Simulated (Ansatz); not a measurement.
TiC:
```xyz
2
Lattice="0.0000 2.1643 2.1643 2.1643 0.0000 2.1643 2.1643 2.1643 0.0000" Properties=species:S:1:pos:R:3 pbc="T T T"
Ti     0.0000     0.0000     0.0000
C      2.1643     2.1643     2.1643
```

Relaxed with r²SCAN. Special points in fractions of this cell's reciprocal vectors: Γ (0.000, 0.000, 0.000); X (0.500, 0.000, 0.500); U (0.625, 0.250, 0.625); K (0.375, 0.375, 0.750); L (0.500, 0.500, 0.500); W (0.500, 0.250, 0.750).

List the band energies nearest the Fermi level at these points for r²SCAN in the plane-wave PAW code Ansatz.

In eV from the Fermi level; about four levels below and three above (degenerate sets whole), none deeper than 8.9 eV; points with the same levels are listed once.

```csv
k,below,above
Γ,–,0.85 0.85 0.85
X,-3.68 -1.53 -0.13 -0.13,2.75 3.75 3.75
U,-3.64 -3.57 -1.92,1.60 3.37 4.06
L,-6.11 -3.13 -3.13,3.13 3.13 4.37
W,-3.32 -3.32 -2.93,2.99 2.99 3.76
```

Space group Fm-3m (rock salt). The r²SCAN relaxation kept the symmetry of its start; of distortions, only those at the zone centre were tested. The run is not spin-polarised.

Potentials: the earlier of the program's two PAW sets.
